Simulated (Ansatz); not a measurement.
Fields on a plane of LiNbO3 (space group R-3c)

```xyz
10
Lattice="2.5621 1.4792 4.5182 -2.5621 1.4792 4.5182 0.0000 -2.9585 4.5182" Properties=species:S:1:pos:R:3 pbc="T T T"
Li     0.0000     0.0000    10.1660
Li     0.0000     0.0000     3.3887
Nb     0.0000     0.0000     0.0000
Nb     0.0000     0.0000     6.7773
O     -0.6385     1.4792     7.9069
O      0.6385    -1.4792     5.6478
O     -0.9618    -1.2926     7.9069
O      0.9618     1.2926     5.6478
O      1.6003    -0.1866     7.9069
O     -1.6003     0.1866     5.6478
```

The slice is a (0001) plane (indices of the conventional cell) through the point (0.250, 0.250, 0.250) (fractional), spanned by u = [1 0 -1] and v = [-1 2 -1] in vectors of this cell: u (5.12 Å) and v (8.88 Å, at 90° to u). It covers one period; positions are fractions (u, v).

Atoms on it: Li at (0.00, 0.00); Li at (0.50, 0.50); O at (0.19, 0.81); O at (0.69, 0.31); O at (0.19, 0.19); O at (0.69, 0.69); O at (0.12, 0.50); O at (0.62, 0.00).

Computed with LDA (plane waves to 420 eV, PAW, scalar-relativistic; Ansatz, an electronic-structure program). k mesh 8×8×8. Near the nuclei the fields are pseudised (PAW); where an atom keeps semicore shells as valence, they peak there. LiNbO3 is run without spin polarisation. LiNbO3 was relaxed with its symmetry unable to fall. This is one of several known forms of LiNbO3; the measured ambient cells at hand have space group No. 161.

| v \ u | 0.00 | 0.17 | 0.33 | 0.50 | 0.67 | 0.83 |
|---|---|---|---|---|---|---|
| 0.88 | 7.6 | x | 5.4 | <1.0 | 6.4 | 9.0 |
| 0.75 | 4.5 | x | 6.6 | 4.5 | x | 6.6 |
| 0.62 | <1.0 | 6.4 | 9.0 | 7.6 | x | 5.4 |
| 0.50 | x | x | 5.2 | x | 5.1 | 9.3 |
| 0.38 | <1.0 | 6.4 | 9.0 | 7.6 | x | 5.4 |
| 0.25 | 4.5 | x | 6.6 | 4.5 | x | 6.6 |
| 0.12 | 7.6 | x | 5.4 | <1.0 | 6.4 | 9.0 |
| 0.00 | x | 5.1 | 9.3 | x | x | 5.2 |

Values: electrostatic potential energy of an electron, from the cell's mean, in eV. Points within 0.8 Å of a nucleus are blanked (x), as the pseudised field means little there. Values under 1 eV are set to 1. The zero, the cell's mean, hangs on the PAW cores.

```
|873100013689874237|
|432222113567753213|
|134443222345432000|
|246775432333321000|
|357987533332210001|
|368998533333322101|
|358987532334543212|
|346775422346775422|
|334543212358987532|
|333322101368998533|
|332210001357987533|
|333321000246775432|
|345432000134443222|
|567753213432222113|
|689874237873100013|
|689975348984000024|
|689874237873100013|
|567753213432222113|
|345432000134443222|
|333321000246775432|
|332210001357987533|
|333322101368998533|
|334543212358987532|
|346775422346775422|
|358987532334543212|
|368998533333322101|
|357987533332210001|
|246775432333321000|
|134443222345432000|
|432222113567753213|
|873100013689874237|
|984000024689975348|
```
Scale: ten equal steps from -1.29 (start of '0') to 0.97 (end of '9'), in the order '0123456789'. Values: log₁₀ of the valence density in e/Å³. The map has 18 points along u (one character each, u = 0 at the left) and 32 along v (v = 0 in the bottom row). The scale is logarithmic, as a density can span decades between atoms and voids.

The density on the Li–O line (1.92 Å) at its density minimum, 0.8 Å from Li is 0.23 e/Å³ and the ELF at that point is 0.1. ELF maximum in the middle third of the Li–O line: 0.84, 1.2 Å from Li. Character of the Li–O contact (rough rule: ELF there above 0.7 covalent, below 0.2 ionic, polar between): closed-shell (ionic).
